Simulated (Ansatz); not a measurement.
TaN (rock salt, space group No. 225) under volume change, plane-wave PAW r²SCAN (Ansatz code), scaled uniformly.

| V (Å³/atom) | E − E(relaxed) (meV/atom) | P (GPa) |
|---|---|---|
| 9.666 | [?] | [?] |
| 9.985 | [?] | [?] |
| 10.303 | 11.1 | 11.45 |
| 10.622 | 0.0 | 0.00 |
| 10.941 | 9.9 | -9.73 |
| 11.259 | 37.7 | -18.01 |
| 11.578 | 80.8 | -25.04 |

Q: Complete the blanks.

A: 
- 9.985, E − E(relaxed) (meV/atom): 46.9
- 9.985, P (GPa): 24.90
- 9.666, E − E(relaxed) (meV/atom): 111.7
- 9.666, P (GPa): 40.74

Q: What does a third-order Birch–Murnaghan fit give for V₀, B₀ and B′?

A: V₀ = 10.62 Å³/atom, B₀ = 351 GPa, B′ = 4.4.

Space group Fm-3m (rock salt). The r²SCAN relaxation kept the symmetry of its start. No spin polarisation was allowed. Scalar-relativistic: spin–orbit coupling is off unless named, which matters more the heavier the elements.

Potentials: the later of the program's two PAW sets.
